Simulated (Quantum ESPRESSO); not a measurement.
## Kohn-Sham bands of SrO (rock salt)

```
CELL_PARAMETERS angstrom
      0.00000     2.58379     2.58379
      2.58379     0.00000     2.58379
      2.58379     2.58379     0.00000
ATOMIC_POSITIONS crystal
  Sr 0.50000 0.50000 0.50000
  O  0.00000 0.00000 0.00000
```

Structure: Materials Project mp-2472, symmetrised, not relaxed again. COD (Crystallography Open Database) has an entry of this formula and space group (matched by these alone). Computed values, not measurements, from PBEsol: Quantum ESPRESSO (norm-conserving PseudoDojo potentials, cutoff 68 Ry, no spin polarisation, no spin-orbit coupling) on a Γ-centred 10×10×10 mesh, then Wannier90. Density: 10×10×10 mesh, cold smearing 0.01 Ry.

### Question
List the Kohn-Sham levels between −8 and 6.2 eV relative to the valence-band maximum at the high-symmetry points, as a band run of pw.x on that density gives them (levels within 2 meV counted together).

### Answer
```csv
point,k (reciprocal lattice),levels (eV)
Γ,0.000 0.000 0.000,"0.00 (×3), 3.76, 6.19 (×3)"
X,0.500 0.000 0.500,"-0.44, -0.09 (×2), 3.22"
U,0.625 0.250 0.625,"-0.95, -0.56, -0.48, 4.71"
K,0.375 0.375 0.750,"-0.95, -0.56, -0.48, 4.71"
L,0.500 0.500 0.500,"-2.16, -1.09 (×2)"
W,0.500 0.250 0.750,"-1.10, -0.44 (×2), 5.93 (×2)"
```
